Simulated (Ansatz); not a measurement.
MoSi2 (MoSi2 type, space group I4/mmm)

```yaml
crystal:
  lattice:
    - [-1.59511, 1.59511, 3.91030]
    - [1.59511, -1.59511, 3.91030]
    - [1.59511, 1.59511, -3.91030]
  atoms:
    - { symbol: Mo, position: [0.00000, 0.00000, 0.00000] }
    - { symbol: Si, position: [0.33509, 0.33509, 0.00000] }
    - { symbol: Si, position: [0.66491, 0.66491, 0.00000] }
```

The volume is varied about the relaxed value V₀ at fixed cell shape. The atoms relax within the cell's symmetry.

The numbers are results of PBEsol (plane waves to 420 eV, PAW, scalar-relativistic; Ansatz, a quantum-chemistry and plane-wave program), not measurements. k mesh 20×20×20 (Γ-centred), Fermi-Dirac smearing 0.05 eV. Energies are smeared free energies. Stress and pressure are positive under compression. With the shape held, the modulus is that of even scaling; a crystal free to change shape is softer. MoSi2 is run without spin polarisation. MoSi2 was relaxed with its symmetry unable to fall. The zero of ΔE is the relaxed starting cell. The last digit holds for this mesh only.

```json
[
 {"V (Å³/atom)": "12.470", "ΔE (meV/atom)": "36.6"},
 {"V (Å³/atom)": "12.602", "ΔE (meV/atom)": "25.0"},
 {"V (Å³/atom)": "12.735", "ΔE (meV/atom)": "withheld"},
 {"V (Å³/atom)": "12.868", "ΔE (meV/atom)": "8.7"},
 {"V (Å³/atom)": "13.000", "ΔE (meV/atom)": "3.8"},
 {"V (Å³/atom)": "13.133", "ΔE (meV/atom)": "0.9"},
 {"V (Å³/atom)": "13.266", "ΔE (meV/atom)": "0.0"},
 {"V (Å³/atom)": "13.398", "ΔE (meV/atom)": "0.9"},
 {"V (Å³/atom)": "13.531", "ΔE (meV/atom)": "3.5"},
 {"V (Å³/atom)": "13.664", "ΔE (meV/atom)": "7.8"},
 {"V (Å³/atom)": "13.796", "ΔE (meV/atom)": "13.6"},
 {"V (Å³/atom)": "13.929", "ΔE (meV/atom)": "20.8"},
 {"V (Å³/atom)": "14.062", "ΔE (meV/atom)": "29.4"}
]
```

### Question
Fit a third-order Birch-Murnaghan form (E₀, V₀, B₀, B₀′ free) to the given rows and predict ΔE at V = 12.735.

### Answer
Least squares on the 12 given rows: ΔE = E₀ + (9V₀B₀/16)·y²·[2 + (B₀′ − 4)y], y = (V₀/V)^(2/3) − 1, with V₀ = 13.265 Å³/atom, B₀ = 219.4 GPa (160.2 GPa = 1 eV/Å³; the term in eV is multiplied by 1000), B₀′ = 4.52, E₀ = 0.02 meV/atom; root-mean-square residual 0.04 meV/atom. At 12.735 the fit gives 15.6 meV/atom; the calculation gives 15.7 meV/atom, so the interpolation is off by -0.1 (-0.6 %). For the pressure the fit gives 9.8 GPa against the computed 9.8 GPa.

(A scan under strain: stresses follow from slopes of the energy per volume, elastic moduli from its curvatures.)
